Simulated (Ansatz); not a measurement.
PI2 in space group P-1 (No. 2; P on 2i, I on 2i, I on 2i), DFT-r²SCAN+D4 in the program Ansatz with PAW potentials, all energies at zero smearing, with the estimated change up to a 700 eV cutoff added, with one set of potentials and settings (totals compare only within such a set). Cell of 6 atoms (2 P, 4 I): -31631.588 eV.

```
element            reference phase  E (eV/atom)
-------  -------------------------  -----------
P        Cmce, 4 atoms in the cell    -759.3032
I        Cmce, 4 atoms in the cell   -7528.1417
```

Formation energy per atom, worked out: (-31631.588 − 2×(-759.3032) − 4×(-7528.1417))/6 = -0.069 eV/atom (-7 kJ per mol of atoms), at 0 K, without zero-point energy or fitted corrections.

The workflow started from an entry of the Crystallography Open Database (COD, 120 K). Its standing as an ambient phase is unchecked. The r²SCAN+D4 relaxation kept the symmetry of its start; its stability against distortions is not shown here. The references are the lowest solids computed at this level, not always the standard phases. Scalar-relativistic: spin–orbit coupling is off unless named, which matters more the heavier the elements.

Potentials: the later of the program's two PAW sets.
